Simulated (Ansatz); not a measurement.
ScPt3:
```xyz
4
Lattice="-1.9988 1.9988 4.0887 1.9988 -1.9988 4.0887 1.9988 1.9988 -4.0887" Properties=species:S:1:pos:R:3 pbc="T T T"
Pt     0.0000     0.0000     4.0887
Pt     0.0000     1.9988     2.0443
Pt     1.9988     0.0000     2.0443
Sc     0.0000     0.0000     0.0000
```

Relaxed with PBE. Special points in fractions of this cell's reciprocal vectors: Γ (0.000, 0.000, 0.000); X (0.000, 0.000, 0.500); P (0.250, 0.250, 0.250); N (0.000, 0.500, 0.000); M (0.500, 0.500, -0.500); S (0.310, 0.690, -0.310); S0 (-0.310, 0.310, 0.310); R (-0.119, 0.119, 0.500); G (0.500, 0.500, -0.119).

**Question.** List the band energies nearest the Fermi level at these points for PBE in the plane-wave PAW code Ansatz.

**Answer.** In eV from the Fermi level; about four levels below and three above (degenerate sets whole), none deeper than 8.9 eV; points with the same levels are listed once.

| k | below | above |
|---|---|---|
| Γ | -1.52 -1.52 -1.41 -0.57 | 0.71 2.27 2.29 |
| X | -1.38 -1.30 -0.66 -0.14 | 0.28 0.51 2.10 |
| P | -1.50 -1.50 -0.48 -0.44 | 1.81 1.81 2.59 2.59 |
| N | -1.75 -1.65 -1.55 -0.24 | 0.21 0.61 1.92 |
| M | -0.50 -0.46 -0.46 -0.04 | 0.71 2.68 2.68 |
| S | -1.44 -1.42 -0.56 -0.18 | 0.36 2.11 3.04 |
| R | -0.78 -0.74 -0.60 0.00 | 0.04 2.12 3.08 |

Space group I4/mmm. A made-up cell: these elements were put on the sites of a structure type; neither database checked (COD, Materials Project) lists it. COD files the formula under space group No. 221, so this cell is another polymorph or a model. Whether it is the stable phase at ambient conditions was not checked. Symmetry was held in the PBE relaxation; whether a distortion lowers the energy is not shown. The run is not spin-polarised. Scalar-relativistic: spin–orbit coupling is off unless named, which matters more the heavier the elements.

Potentials: the earlier of the program's two PAW sets.
